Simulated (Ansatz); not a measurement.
A structure of PbSe relaxed with PBEsol (plane waves to 420 eV, PAW, scalar-relativistic; Ansatz, a quantum-chemistry and plane-wave program); single points at other levels follow on the same geometry (Ansatz, PAW; HSE06 at 420 eV on a 6×6×6 k-mesh; no spin-orbit coupling). Space group Fm-3m (No. 225).

PbSe is modelled in the cubic space group Fm-3m (No. 225), the rock salt structure, Pearson symbol cF8. Conventional cell: a = 6.1022 Å, b = 6.1022 Å, c = 6.1022 Å, α = 90.00°, β = 90.00°, γ = 90.00°. Pb on 4b sees 6 Se at 3.051 Å (octahedral). Se on 4a sees 6 Pb at 3.051 Å (octahedral). (Neighbours: up to the widest gap in distance over summed covalent radii, below 1.35, at either atom; cation-cation and far metal-metal contacts left out.)
(The calculation used a cell of 2 atoms; values per cell refer to that cell.)

| level | gap (eV) | kind | conduction minimum |
|---|---|---|---|
| PBEsol | 0.17 | direct | L |
| HSE06 | 0.65 | – | L |

HSE06 gaps come from a coarse mesh plus a few chosen points, so they may be too large. No spin polarisation in the result.

The run could not lose the symmetry of its start.
